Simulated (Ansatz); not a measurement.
Be2C:
```xyz
3
Lattice="0.0000 2.1554 2.1554 2.1554 0.0000 2.1554 2.1554 2.1554 0.0000" Properties=species:S:1:pos:R:3 pbc="T T T"
Be     3.2330     3.2330     3.2330
Be     1.0777     1.0777     1.0777
C      0.0000     0.0000     0.0000
```

Cartesian axes are those of the cell as given.

### Question
Give the high-frequency dielectric tensor and the Born effective charge tensors of the independent atoms from DFPT, PBEsol (plane waves, PAW; program Ansatz).

### Answer

ε∞:
```
6.98  0.00  0.00
0.00  6.98  0.00
0.00  0.00  6.98
```
Z* of atom 1 (Be), rows: field, columns: displacement, in e:
```
1.53  0.00  0.00
0.00  1.53  0.00
0.00  0.00  1.53
```
Z* of atom 3 (C), rows: field, columns: displacement, in e:
```
-3.06   0.00   0.00
 0.00  -3.06   0.00
 0.00   0.00  -3.06
```

Space group Fm-3m (fluorite or antifluorite type). The PBEsol relaxation kept the symmetry of its start.

Potentials: the later of the program's two PAW sets.
